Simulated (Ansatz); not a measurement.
LaSi2Os2 in space group I4/mmm (No. 139; La on 2a, Si on 4e, Os on 4d), PBE in the plane-wave PAW code Ansatz, all energies at zero smearing, with the estimated change up to a 700 eV cutoff added, with one set of potentials and settings (totals compare only within such a set). Cell of 5 atoms (1 La, 2 Si, 2 Os): -30294.225 eV.

```
element                reference phase  E (eV/atom)
-------  -----------------------------  -----------
La       P6_3/mmc, 4 atoms in the cell   -6250.0953
Si          Fd-3m, 2 atoms in the cell    -635.8096
Os       P6_3/mmc, 2 atoms in the cell  -11384.5491
```

Formation energy per atom, worked out: (-30294.225 − 1×(-6250.0953) − 2×(-635.8096) − 2×(-11384.5491))/5 = -0.682 eV/atom (-66 kJ per mol of atoms), at 0 K, without zero-point energy or fitted corrections.

The first step of the workflow began from a Materials Project structure, measured or hypothetical; the Crystallography Open Database files this formula in space group No. 139, but the cells were not matched. Its standing as an ambient phase is unchecked. The cell was relaxed with PBE under the symmetry of its start; whether a distortion lowers the energy is not shown. No spin polarisation was allowed. The references are the lowest solids computed at this level, not always the standard phases. Scalar-relativistic: spin–orbit coupling is off unless named, which matters more the heavier the elements.

Potentials: the later of the program's two PAW sets.
